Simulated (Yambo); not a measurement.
## Convergence of the G0W0 gap of RbH

G0W0@PBEsol for RbH (rock salt, space group Fm-3m, No. 225) in Yambo. Reference settings: 4×4×4 Γ-centred k mesh, 117 bands and a 10 Ry block in the screening, 117 bands in G with the Bruneval-Gonze terminator, plasmon pole fitted at 27.2 eV. The PBEsol gap L → L on this mesh is 2.72 eV; G0W0 gaps are taken between the same points.

```csv
change from the reference,G0W0 gap L → L (eV),shift of the valence edge (eV),rough Yambo cost
reference settings,5.27,-1.90,1
"37 bands in W, 37 bands in G",5.16,-1.67,about 1/3
"71 bands in W, 71 bands in G",5.24,-1.84,within a factor of two
37 bands in G,5.25,-1.87,–
71 bands in G,5.26,-1.90,–
4 Ry block,5.09,-1.73,within a factor of two
8 Ry block,5.25,-1.88,within a factor of two
pole fitted at 10 eV,5.15,-1.70,–
no random integration,5.16,-1.67,–
"37 bands in G, no terminator",5.16,-1.62,–
"71 bands in G, no terminator",5.24,-1.80,–
no terminator,5.27,-1.86,–
```

The reference isn't shown to be the converged limit. Costs are rough (shared machines), scaled to the same edge states, and given only for runs that recompute the screening.

Geometry of the Materials Project entry, not relaxed at this level; primitive cell a = 4.248 Å, b = 4.248 Å, c = 4.248 Å, α = 60.00°, β = 60.00°, γ = 60.00°.

A shift is the quasiparticle energy of the state minus its PBEsol energy.
